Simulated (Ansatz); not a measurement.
The relaxed structure here is a generated cell of CsCl: the first start was made by placing the elements on the sites of a structure type, and the end was not matched to a known phase here, so it may be hypothetical. Known forms of CsCl include space group No. 221.

The end point of a relaxation of CsCl. Space group P6₃/mmc (No. 194), NiAs type. These are r2SCAN (plane waves to 500 eV, PAW, scalar-relativistic; Ansatz, an electronic-structure program) values and carry that method's errors.

```cif
data_Cl2Cs2
_chemical_formula_sum 'Cs2 Cl2'
_space_group_name_H-M_alt 'P 1'
_space_group_IT_number 1
_cell_length_a 4.82033
_cell_length_b 4.82033
_cell_length_c 8.51230
_cell_angle_alpha 90.000
_cell_angle_beta 90.000
_cell_angle_gamma 120.000
loop_
_space_group_symop_operation_xyz
  'x, y, z'
loop_
_atom_site_label
_atom_site_type_symbol
_atom_site_fract_x
_atom_site_fract_y
_atom_site_fract_z
_atom_site_occupancy
Cs1 Cs 0.00000 0.00000 0.00000 1
Cs2 Cs 0.00000 0.00000 0.50000 1
Cl1 Cl 0.33333 0.66667 0.25000 1
Cl2 Cl 0.66667 0.33333 0.75000 1
```

```json
{
  "volume_per_atom": "42.82 Å³",
  "band_gap": "5.42 eV, indirect (valence top at K, conduction bottom at Γ) (no spin-orbit coupling)",
  "smallest_direct_gap": "5.49 eV at Γ",
  "shortest_distances": "Cl–Cs 3.50 Å",
  "k-mesh": "8×8×4"
}
```

Band energies at high-symmetry points (eV from the VBM; labels of this space group; no spin-orbit coupling), from −5 eV up to 7.2 eV:

```
point                                       energies
-----  ---------------------------------------------
Γ      -0.69 -0.35 -0.35 -0.11 -0.07 -0.07 5.42 6.44
M           -0.69 -0.52 -0.40 -0.13 -0.08 -0.06 6.08
K       -0.51 -0.41 -0.41 -0.28 -0.28 0.00 7.14 7.14
A      -0.43 -0.43 -0.21 -0.21 -0.21 -0.21 6.37 6.37
L      -0.39 -0.39 -0.30 -0.30 -0.23 -0.23 6.64 6.64
H                -0.53 -0.53 -0.23 -0.23 -0.16 -0.16
```

No spin polarisation in the result.

The run could not lose the symmetry of its start, so the end can be a saddle point.

All atoms sit on sites fixed by symmetry, so only the cell could relax.
